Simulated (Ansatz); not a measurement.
**Calculated with Ansatz: SrAg$_{2}$, relaxation**

input.yaml:

```yaml
crystal:
  lattice:
    - [-2.401814, 3.844299, 4.120031]
    - [4.803628, 0.0, 0.0]
    - [2.401814, 3.844299, -4.120031]
  atoms:
    - { symbol: Sr, position: [0.3, 0.05, 0.2] }
    - { symbol: Sr, position: [0.7, 0.95, 0.8] }
    - { symbol: Ag, position: [0.89, 0.34, 0.21] }
    - { symbol: Ag, position: [0.29, 0.34, 0.61] }
    - { symbol: Ag, position: [0.11, 0.66, 0.79] }
    - { symbol: Ag, position: [0.71, 0.66, 0.39] }
  symmetry: { tolerance: 0.0003 }
kpoints:
  mp_grid: { grid: [4, 4, 4], shift: [0, 0, 0] }
magnetization:
  spin_polarized: false
scf:
  occupations: { method: gaussian, width: 0.0859 }
  lower_state_search: "off"
hamiltonian:
  pseudopotentials: { kind: paw }
  xc: r2scan
basis:
  ecutwfc: 500
  fft_grid_basis: typed
relax:
  max_steps: 40
output:
  forces: true
  stress: true
  eigenvalues: true
  bader: true
  populations: true
  elf: true
  write_potential: true
  volumetric_format: npy
  dos:
    e_range: [-12, 8]
    de: 0.05
    projected: { site_lists: { Ag: [Ag], Sr: [Sr] } }
  write_density: true
checkpoint:
  read: saved_state
```

Launch command:

```bash
ansatz run input.yaml --threads 2 --pin off --max-ram 2560MiB --backend cpu --events-out ev --progress --plain --runs-dir out
```

Origin of the cell: a database entry, scaled a little.

The saved state is a converged single point of the same cell.

Steps:

| step | ΔF (meV/atom) | max force component (eV/Å) | SCF iterations | step was |
| --- | --- | --- | --- | --- |
| 1 | 0.0 | 0.226 | 7 | accepted |
| 2 | -5.1 | 0.038 | 7 | accepted |
| 3 | -5.3 | 0.007 | 7 | accepted |

Before:

Space group Imma (No. 74); the run's cell has a = 6.126 Å, b = 4.804 Å, c = 6.126 Å, α = 66.91°, β = 102.26°, γ = 113.09°. Shortest distances: Ag–Ag 2.75 Å, Ag–Sr 3.32 Å.

The relaxed structure.

Space group Imma (No. 74); the run's cell has a = 6.126 Å, b = 4.804 Å, c = 6.126 Å, α = 66.91°, β = 102.26°, γ = 113.09°. Shortest distances: Ag–Ag 2.79 Å, Ag–Sr 3.31 Å.

```
CELL_PARAMETERS angstrom
-2.40181 3.84430 4.12003
4.80363 0.00000 0.00000
2.40181 3.84430 -4.12003
ATOMIC_POSITIONS crystal
Sr 0.29447 0.04447 0.20553
Sr 0.70553 0.95553 0.79447
Ag 0.89117 0.33670 0.21777
Ag 0.28223 0.33670 0.60883
Ag 0.10883 0.66330 0.78223
Ag 0.71777 0.66330 0.39117
```

```
Free energy lowered by  : 5.3 meV/atom
Final pressure          : 0.27 GPa
Relaxation steps listed : 3
```

Caveats: the SCF threshold is looser than advised for a stress; the k mesh is coarse if the cell is a metal; the relaxation held the start's symmetry, so the end may be a saddle point.

Time: 67 s on 2 threads of Arm Neoverse V1, with other jobs on the host, peak memory 0.86 GiB, from a saved density.
